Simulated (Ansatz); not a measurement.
Trial structure of LaTe4, not yet relaxed:

```
La Te
1.0
     5.69541    0.00000    0.00000
     0.00000    5.69541    0.00000
     0.00000    0.00000    5.69541
La Te
1 4
Direct
  0.00000 0.00000 0.00000
  0.25000 0.25000 0.25000
  0.75000 0.75000 0.25000
  0.25000 0.75000 0.75000
  0.75000 0.25000 0.75000
```

Computed with DFT PBE, scalar-relativistic, plane waves, PAW in Ansatz. Settings: cutoff 420 eV, Γ-centred mesh 4×4×4 on the computed 5-atom cell, Gaussian smearing of 0.10 eV; no spin polarisation.

The zero of energy is the elements' standard structures at the same level; no fitted shifts are applied.

Task: What does a single point on this coarse mesh give?

Result: The pressure is 17.4 GPa (it wants to expand), the largest force is 7.17 eV/Å, and the energy is +1.47 eV/atom against the elements. The shortest distance is 2.47 Å.

Task: Is it a good guess?

Result: A poor one: relaxing gains about 1.5 eV/atom (the start's value is from the coarse mesh, so the gain is rough) in 10 ionic steps and ends at 0.00 eV/atom on the finer mesh. The symmetry stays P-43m (No. 215). The volume per atom grows by 5.7 %, from 36.9 to 39.1 Å³. The shortest distance goes from 2.47 Å (La–Te) to 3.07 Å (La–Te). Conventional cell: a = 5.802 Å. Around La lie 4 Te at 3.07 Å; Te is surrounded by 1 La at 3.07 Å and 3 Te at 3.20 Å.

The last run used an 8×8×8 mesh for its 5-atom cell and Gaussian smearing of 0.10 eV. The k mesh leaves some 4 meV/atom of noise in the energy of each metallic cell. These runs have no spin–orbit coupling, which can matter for Te. An odd number of electrons in the primitive cell allows no gap without spin; a larger cell or a magnetic state could open one. The cell is a metal run without spin; a magnetic state may lie lower. The reference form of Te is held partly by dispersion forces, which this level lacks. The relaxation can't lower the symmetry of the start, and the grade says only how near the guess is to its own end. A structure relaxed within its symmetry needn't be a true minimum. Another cell of LaTe4 relaxed alike, in P4mm, lies 0.58 eV/atom lower, so this cell isn't the stable form at this level.
